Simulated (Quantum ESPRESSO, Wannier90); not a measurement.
# Wannier functions of TiB₂ (P6/mmm)

```xyz
3
Lattice="3.0259 0.0000 0.0000 -1.5130 2.6205 0.0000 0.0000 0.0000 3.2288" Properties=species:S:1:pos:R:3 pbc="T T T"
Ti     0.0000     0.0000     0.0000
B      1.5130    -0.8735     1.6144
B     -1.5130     0.8735     1.6144
```

Cell from Materials Project (mp-1145), symmetrised, no further relaxation. COD (Crystallography Open Database) has an entry of this formula and space group (matched by these alone). Computed values, not measurements, from LDA: Quantum ESPRESSO (norm-conserving PseudoDojo potentials, cutoff 68 Ry, no spin polarisation, no spin-orbit coupling) on a Γ-centred 12×12×6 mesh, then Wannier90. Density: 12×12×10 mesh, cold smearing 0.01 Ry.

Functional, cutoff and mesh named above are those of the base row (1); the first column says what each row takes instead. Model: 17 functions from bands 5-31, start hydrogen-like Ti: s;p;d; B: s;p, disentangled but not localised (num_iter = 0), frozen window tied to the conduction edge or Fermi level of each row, as listed, which moves Ω_I and hoppings a little by itself. Energies are relative to the Fermi level; the misfit is to pw.x on a path, for states up to 1.0 eV relative to the Fermi level. The lattice is scaled uniformly, fractional positions fixed. The disentangled Ω_I can sit in another minimum from row to row.

| scale | frozen to (eV) | Ω_I (Å²) | rms misfit (meV) | bottom of band 5 (eV) | on-site Ti1 pz minus Ti1 s (eV) | hopping modulus B2 py – B3 py, R = 1 0 0 (eV) | hopping modulus B2 s – B3 py, R = 1 0 0 (eV) | hopping modulus B2 s – B3 s, R = 1 0 0 (eV) | hopping modulus Ti1 dyz – B2 py, R = 0 1 -1 (eV) |
|---|---|---|---|---|---|---|---|---|---|
| 0.96 | 1.50 | 10.90 | 2.7 | -14.03 | 6.14 | 5.793 | 4.685 | 3.032 | 1.328 |
| 0.98 | 1.50 | 11.07 | 2.6 | -13.71 | 6.03 | 5.529 | 4.489 | 2.904 | 1.243 |
| 1 | 1.50 | 11.25 | 2.4 | -13.38 | 5.92 | 5.276 | 4.300 | 2.782 | 1.162 |
| 1.02 | 1.50 | 11.44 | 2.0 | -13.05 | 5.77 | 5.038 | 4.098 | 2.630 | 1.096 |
| 1.04 | 1.50 | 11.63 | 1.6 | -12.71 | 5.67 | 4.811 | 3.920 | 2.514 | 1.027 |
